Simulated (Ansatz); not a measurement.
An Ansatz (an electronic-structure program) input:

Ansatz 0.2 input:
```yaml
crystal:
  lattice:
    - [5.2809002181, 0.0, 0.0]
    - [-2.640450109, 4.5733937437, 0.0]
    - [0.0, 0.0, 6.7522956482]
  atoms:
    - { symbol: S, position: [0.3333333333, 0.6666666667, 0.25] }
    - { symbol: S, position: [0.6666666667, 0.3333333333, 0.75] }
    - { symbol: Tl, position: [0.0, 0.0, 0.0] }
    - { symbol: Tl, position: [0.0, 0.0, 0.5] }
    - { symbol: Tl, position: [0.6666666667, 0.3333333333, 0.25] }
    - { symbol: Tl, position: [0.3333333333, 0.6666666667, 0.75] }
kpoints:
  mp_grid: { grid: [5, 5, 4] }
hamiltonian:
  xc: r2scan
  dispersion: d4
  pseudopotentials: { kind: paw }
scf:
  occupations: { method: fixed }
output:
  optics: { e_range: [0.0, 15.0], de: 0.05, sigma: 0.1, bands: { spectra_wanted_up_to: 12 eV } }
```

Question: How many symmetry operations and irreducible k-points will the run report?

Answer: 24 operations, 15 of 100 k-points.

Question: With a cutoff of 500 eV, how many plane waves at Γ?

Answer: 4189.

It took roughly 3 core-minutes on shared server cores.

Space group P6_3/mmc. The workflow started from an entry of the Crystallography Open Database (COD), which files this formula under 2 space groups. Its standing as an ambient phase is unchecked. Symmetry was held in the r²SCAN+D4 relaxation; its stability against distortions is not shown here. The volume moved by -39 % from the start of the relaxation. The volume fell by over 15 % from the filed cell, which may lack light atoms or belong to other conditions. Scalar-relativistic: spin–orbit coupling is off unless named, which matters more the heavier the elements.

Potentials: the later of the program's two PAW sets.

Ansatz is a plane-wave DFT program.
